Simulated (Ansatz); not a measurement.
HfO2:
```
HfO2
1.0
    0.00000     2.52226     2.52226
    2.52226     0.00000     2.52226
    2.52226     2.52226     0.00000
Hf O
1 2
Direct
  0.00000   0.00000   0.00000
  0.75000   0.75000   0.75000
  0.25000   0.25000   0.25000
```

Relaxed with PBEsol.

**Question.** Give the optical modes at the zone centre with their infrared activity from DFPT, the program Ansatz at the PBEsol level (PAW).

**Answer.** Transverse frequencies, without the LO–TO term; a row sums one degenerate level.

```tsv
ω (cm⁻¹)	degeneracy	IR ((D/Å)²/amu)	activity	symmetry
236	3	78.94	IR	T1u
580	3	0.00	IR-inactive	T2g
```

**Question.** How high does the top mode go among those that the LO–TO term moves?

**Answer.** 617 cm⁻¹ for q along x.

Space group Fm-3m (fluorite). This is a known high-temperature phase of the composition, computed here at zero pressure and temperature. The cell was relaxed with PBEsol under the symmetry of its start. At this level the phase is dynamically unstable (imaginary phonons). The run is not spin-polarised. Scalar-relativistic: spin–orbit coupling is off unless named, which matters more the heavier the elements.

Potentials: the earlier of the program's two PAW sets. The files were generated under PBE; for other functionals the program regenerates the frozen cores, and for LDA and PBEsol the local potential too.
